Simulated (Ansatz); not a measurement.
Rh (fcc (Cu type)) was relaxed and computed twice in Ansatz (plane waves, PAW), once with LDA and once with r²SCAN.

```
                                         run 1                                    run 2
----  ----------------------------------------  ---------------------------------------
cell  a = b = c = 3.8000 Å, α = β = γ = 90.00°  a = b = c = 3.754 Å, α = β = γ = 90.00°
```

Question: Which run used which functional?

Answer: Run 1 is r²SCAN, run 2 is LDA.

All cells were relaxed under the symmetry of their starts (and spin orders); stability against distortions was not tested throughout. Named crystals with no word on spin ran without spin polarisation. Spin–orbit coupling is left out wherever it is not named.

Potentials: the earlier of the program's two PAW sets. The files were generated under PBE; for other functionals the program regenerates the frozen cores, and for LDA and PBEsol the local potential too.

Ansatz (a quantum-chemistry and plane-wave program) is a plane-wave DFT program.
